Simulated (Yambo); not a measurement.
```
CoP2
1.0
    5.51439     0.00000     0.00000
    0.00000     5.51960     0.00000
   -2.29966     0.00000     5.08695
P Co
8 4
Direct
  0.15798   0.87377   0.86763
  0.84202   0.12623   0.13237
  0.84202   0.37377   0.63237
  0.15798   0.62623   0.36763
  0.33937   0.37263   0.18177
  0.66063   0.62737   0.81823
  0.66063   0.87263   0.31823
  0.33937   0.12737   0.68177
  0.27179   0.49812   0.78781
  0.72821   0.50188   0.21219
  0.72821   0.99812   0.71219
  0.27179   0.00188   0.28781
```

CoP₂ (space group P2_1/c, No. 14): mean Im ε in 1 eV windows above the direct gap of 0.96 eV, for different electron-hole kernels (Yambo, broadening 0.15 eV, norm-conserving LDA (Quantum ESPRESSO, 96 Ry, no spin-orbit coupling) bands; 4×4×4 mesh, 22 valence and 10 conduction bands, static screening with 111 bands and a 3 Ry block, scissor 0.49 eV, Tamm-Dancoff; field along x).

```
window (eV)  independent quasiparticles  RPA (no attraction)  BSE
-----------  --------------------------  -------------------  ---
1.0 to 2.0                          6.9                  6.3  8.7
2.0 to 3.0                           17                   16   19
3.0 to 4.0                           27                   25   29
```

This run doesn't resolve bound excitons or single peaks, so only averages are given, and they too depend on the mesh; weight that the attraction moves below the gap isn't listed. All transitions below 4.68 eV are in the band window. The scissor comes from a G0W0 run whose convergence isn't established.

Geometry of the Materials Project entry, not relaxed at this level.

The structure is a Materials Project entry; no match was found in the copy of COD used, and its stability was not checked.

The runs are not spin-polarised; magnetic order was not tried.
